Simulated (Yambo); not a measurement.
BaTiO3 (space group P4mm, No. 99): the exchange self-energy on PBEsol orbitals (Yambo, 4×4×4 mesh) holds the Coulomb divergence, which is integrated with random points (RandQpts).

```json
[
 {"random points": "1,000", "exchange-only gap A → Γ (eV)": "14.25", "shift of the valence edge (eV)": "-5.11", "gap against the reference (meV)": "28"},
 {"random points": "10,000", "exchange-only gap A → Γ (eV)": "14.13", "shift of the valence edge (eV)": "-4.96", "gap against the reference (meV)": "-100"},
 {"random points": "100,000", "exchange-only gap A → Γ (eV)": "14.26", "shift of the valence edge (eV)": "-5.14", "gap against the reference (meV)": "31"},
 {"random points": "1,000,000", "exchange-only gap A → Γ (eV)": "14.23", "shift of the valence edge (eV)": "-5.11", "gap against the reference (meV)": "8"},
 {"random points": "5,000,000", "exchange-only gap A → Γ (eV)": "14.23", "shift of the valence edge (eV)": "-5.09", "gap against the reference (meV)": "reference"}
]
```

From 1,000,000 points on, the gap stays within 20 meV of the run with most points. The error is statistical; each row is a single draw, so the rows fix no rate of convergence.

Geometry of the Materials Project entry, not relaxed at this level; primitive cell a = b = 3.9904 Å, c = 4.1027 Å, α = β = γ = 90.00°.

A shift is the quasiparticle energy of the state minus its PBEsol energy.
